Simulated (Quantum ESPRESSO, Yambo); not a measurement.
# CsCaH$_{3}$: DFT and GW levels

```
CsCaH3
1.0
    4.62119     0.00000     0.00000
    0.00000     4.62119     0.00000
    0.00000     0.00000     4.62119
H Ca Cs
3 1 1
Cartesian
  2.31060   0.00000   2.31060
  0.00000   2.31060   2.31060
  2.31060   2.31060   0.00000
  2.31060   2.31060   2.31060
  0.00000   0.00000   0.00000
```

The geometry is that of Materials Project entry mp-644203, symmetrised and not relaxed again.

Starting point: norm-conserving PBEsol (Quantum ESPRESSO, 72 Ry, scalar-relativistic). G0W0 in Yambo: 4×4×4 Γ-centred k mesh, 175 bands and a 8 Ry block in the screening, 175 bands in G with the Bruneval-Gonze terminator, plasmon pole fitted at 27.2 eV.

```
Item                                                Result
-------------------------------------------------  -------
PBEsol gap along the band path                     2.95 eV
PBEsol gap between the mesh's edge points (M → M)  2.95 eV
G0W0 gap between the same points                   5.40 eV
```

| k point | band | E PBEsol (eV) | E QP (eV) | shift (eV) | Z |
|---|---|---|---|---|---|
| Γ | VB | -0.64 | -2.12 | -1.48 | 0.79 |
| Γ | CB | 5.54 | 7.27 | 1.73 | 0.81 |
| X | VB | -0.38 | -1.83 | -1.46 | 0.79 |
| X | CB | 4.81 | 5.44 | 0.62 | 0.84 |
| M | VB | 0.00 | -1.60 | -1.60 | 0.80 |
| M | CB | 2.95 | 3.81 | 0.85 | 0.84 |
| R | VB | -0.59 | -2.21 | -1.62 | 0.79 |
| R | CB | 4.61 | 5.96 | 1.36 | 0.82 |

Energies count from the PBEsol valence-band maximum.

Nearest settings tried, and what they do to the gap: 109 bands in G: -4 meV; 109 bands in W, 109 bands in G: -20 meV; 7 Ry block (251 vectors against 257): -6 meV; 2×2×2 mesh: -159 meV. So the settings aren't converged at that level.

The cell is held in this high symmetry; tilts and polar distortions were not searched.

The structure is a Materials Project entry; no match was found in the copy of COD used, and its stability was not checked.
